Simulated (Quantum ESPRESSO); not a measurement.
Band energies of AlN

```
AlN
1.0
    0.00000     2.18399     2.18399
    2.18399     0.00000     2.18399
    2.18399     2.18399     0.00000
N Al
1 1
Direct
  0.25000   0.25000   0.25000
  0.00000   0.00000   0.00000
```

norm-conserving PBE (Quantum ESPRESSO, 84 Ry, no spin-orbit coupling); path ΓXWKΓLUWLK,UX; energies in eV from the valence-band maximum.

```csv
k (1/Å),point,band 1,band 2,band 3,band 4,band 5,band 6,band 7
0.00,Γ,-14.97,0.00,0.00,0.00,4.19,12.59,12.59
0.44,,-14.51,-1.54,-0.45,-0.45,5.75,11.34,12.99
1.00,,-13.04,-4.02,-1.45,-1.45,4.62,9.30,12.50
1.44,X,-12.28,-4.90,-1.78,-1.78,3.32,8.65,13.92
1.56,,-12.28,-4.86,-1.85,-1.85,3.49,8.78,13.86
2.16,W,-12.23,-3.77,-3.44,-2.70,6.05,11.45,11.98
2.67,K,-12.30,-4.25,-3.63,-1.37,5.17,10.12,13.05
3.17,,-13.05,-4.36,-2.47,-0.52,7.81,9.25,11.66
3.68,,-14.38,-2.23,-0.69,-0.04,6.13,11.50,12.11
4.19,Γ,-14.97,0.00,0.00,0.00,4.19,12.59,12.59
4.71,,-14.36,-2.56,-0.19,-0.19,6.06,11.31,12.61
5.13,,-13.33,-5.08,-0.42,-0.42,7.19,10.17,11.51
5.44,L,-12.92,-5.86,-0.48,-0.48,7.39,9.85,11.17
5.63,,-12.86,-5.75,-0.84,-0.56,7.73,9.02,11.42
6.12,,-12.42,-4.61,-3.23,-1.16,5.90,10.11,12.59
6.32,U,-12.30,-4.25,-3.63,-1.37,5.17,10.12,13.05
6.62,,-12.26,-4.03,-3.48,-2.18,5.77,10.70,12.54
6.83,W,-12.23,-3.77,-3.44,-2.70,6.05,11.45,11.98
7.10,,-12.36,-4.41,-3.14,-1.87,6.34,10.39,12.00
7.47,,-12.74,-5.47,-1.57,-0.80,7.77,8.65,12.02
7.84,L,-12.92,-5.86,-0.48,-0.48,7.39,9.85,11.17
7.93,,-12.91,-5.83,-0.56,-0.50,7.47,9.61,11.22
8.37,,-12.58,-5.09,-2.45,-0.96,6.69,9.58,12.35
8.73,K,-12.30,-4.25,-3.63,-1.37,5.17,10.12,13.05
8.73,U,-12.30,-4.25,-3.63,-1.37,5.17,10.12,13.05
9.23,X,-12.28,-4.90,-1.78,-1.78,3.32,8.65,13.92
```

The PBE gap is indirect, 3.32 eV, from Γ to X; the smallest direct gap is 4.19 eV.

Geometry of the Materials Project entry, not relaxed at this level.

This is not the ordinary phase of the substance; no match was found in the copy of COD used, and its stability was not checked.
